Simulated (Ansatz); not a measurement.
NbN:
```yaml
crystal:
  lattice:
    - [2.95875, 0.00000, 0.00000]
    - [-1.47938, 2.56236, 0.00000]
    - [0.00000, 0.00000, 5.50655]
  atoms:
    - { symbol: Nb, position: [0.66667, 0.33333, 0.75000] }
    - { symbol: Nb, position: [0.33333, 0.66667, 0.25000] }
    - { symbol: N, position: [0.00000, 0.00000, 0.50000] }
    - { symbol: N, position: [0.00000, 0.00000, 0.00000] }
```

Relaxed with PBEsol. Special points in fractions of this cell's reciprocal vectors: Γ (0.000, 0.000, 0.000); M (0.500, 0.000, 0.000); K (0.333, 0.333, 0.000); A (0.000, 0.000, 0.500); L (0.500, 0.000, 0.500); H (0.333, 0.333, 0.500).

Problem. List the band energies nearest the Fermi level at these points for PBEsol (plane waves, PAW; program Ansatz).

Solution. In eV from the Fermi level; about four levels below and three above (degenerate sets whole), none deeper than 8.9 eV; points with the same levels are listed once.

```json
[
 {"k": "Γ", "below": "-2.96 -2.79 -1.12 -1.12", "above": "0.25 0.25 0.65"},
 {"k": "M", "below": "-6.34 -4.08 -3.66 -3.60", "above": "0.62 1.36 1.83"},
 {"k": "K", "below": "-6.52 -6.52 -5.10 -0.85 -0.85", "above": "1.96 2.16 2.16"},
 {"k": "A", "below": "-5.00 -5.00 -5.00 -5.00 -0.03 -0.03", "above": "0.65 0.65 0.65 0.65"},
 {"k": "L", "below": "-5.22 -5.22 -1.36 -1.36", "above": "2.91 2.91 3.43 3.43"},
 {"k": "H", "below": "-5.02 -5.02 -0.68 -0.68", "above": "1.72 1.72 3.48 3.48"}
]
```

Space group P6_3/mmc (NiAs type). The first step of the workflow began from a Materials Project structure, measured or hypothetical; the Crystallography Open Database files this formula in space group No. 194, but the cells were not matched. It is not the phase usual at ambient conditions (space group No. 225). Symmetry was held in the PBEsol relaxation; its stability against distortions is not shown here. The run is not spin-polarised. Scalar-relativistic: spin–orbit coupling is off unless named, which matters more the heavier the elements.

Potentials: the later of the program's two PAW sets.
